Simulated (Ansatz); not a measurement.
CsBH$_{4}$:
```xyz
6
Lattice="0.0000 3.6114 3.6114 3.6114 0.0000 3.6114 3.6114 3.6114 0.0000" Properties=species:S:1:pos:R:3 pbc="T T T"
Cs     0.0000     0.0000     0.0000
B      3.6114     3.6114     3.6114
H      4.3248     4.3248     2.8980
H      4.3248     2.8980     4.3248
H      2.8980     4.3248     4.3248
H      2.8980     2.8980     2.8980
```

Cartesian axes are those of the cell as given.

Question: Give the high-frequency dielectric tensor and the Born effective charge tensors of the independent atoms from DFPT, DFT-PBEsol in the program Ansatz with PAW potentials.

Answer: 
ε∞:
```
2.45  0.00  0.00
0.00  2.45  0.00
0.00  0.00  2.45
```
Z* of atom 1 (Cs), rows: field, columns: displacement, in e:
```
1.25  0.00  0.00
0.00  1.25  0.00
0.00  0.00  1.25
```
Z* of atom 2 (B), rows: field, columns: displacement, in e:
```
0.17  0.00  0.00
0.00  0.17  0.00
0.00  0.00  0.17
```
Z* of atom 3 (H), rows: field, columns: displacement, in e:
```
-0.35  -0.15   0.15
-0.15  -0.35   0.15
 0.15   0.15  -0.35
```

Static charges for comparison (Bader): Cs1 +0.84, B2 +1.60, H3 -0.61 e. Born charges measure polarisation by displacement and can exceed these by far.

Space group F-43m. The first step of the workflow began from a Materials Project structure, measured or hypothetical; the Crystallography Open Database copy checked does not list it. Whether it is the stable phase at ambient conditions was not checked. Symmetry was held in the PBEsol relaxation; whether a distortion lowers the energy is not shown. Scalar-relativistic: spin–orbit coupling is off unless named, which matters more the heavier the elements.

Potentials: the later of the program's two PAW sets.
